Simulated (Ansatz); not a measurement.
# SnO: clamped-ion strain scan

These are results of Ansatz 0.2.0, DFT LDA, scalar-relativistic, plane waves, PAW, not measurements. Settings: plane waves to 350 eV, k-mesh 6×6×4 (Γ-centred), Gaussian smearing 0.03 eV. The mesh is coarse. The cutoff lies under the one recommended for these potentials. No spin polarisation. Energies are free energies at this smearing, counted from the undisturbed cell; pressure is positive in compression.

Reference structure (as given, not relaxed at this level; it stands at -2.9 GPa):

```
Sn O
1.0
     3.80200    0.00000    0.00000
     0.00000    3.80200    0.00000
     0.00000    0.00000    4.83600
Sn O
2 2
Direct
  0.00000 0.50000 0.23850
  0.50000 0.00000 0.76150
  0.00000 0.00000 0.00000
  0.50000 0.50000 0.00000
```

The cell is strained by ε times the Voigt pattern (0, 0, 0, 0, 0, 1) (xx, yy, zz, yz, xz, xy; engineering shear) with fractional coordinates fixed.

```csv
ε,ΔE (meV/atom),"stress summed along the pattern (GPa, tension positive)",gap on the mesh (eV)
-0.0400,7.2,-3.31,0.05
-0.0200,1.7,-1.65,0.08
0.0000,0.0,0.00,0.10
0.0050,0.1,0.40,0.09
0.0100,0.5,0.81,0.09
0.0150,0.9,1.23,0.08
0.0250,2.8,2.07,0.07
0.0300,4.2,2.49,0.06
0.0350,5.4,2.91,0.06
```

By symmetry 0.0400 repeats -0.0400, -0.0300 repeats 0.0300, 0.0200 repeats -0.0200, -0.0100 repeats 0.0100 in energy, with the opposite slope along the path.

Cost: 9 runs of about 0.2 core-minutes in all, on Intel Xeon 6975P-C (Granite Rapids) (shared hosts).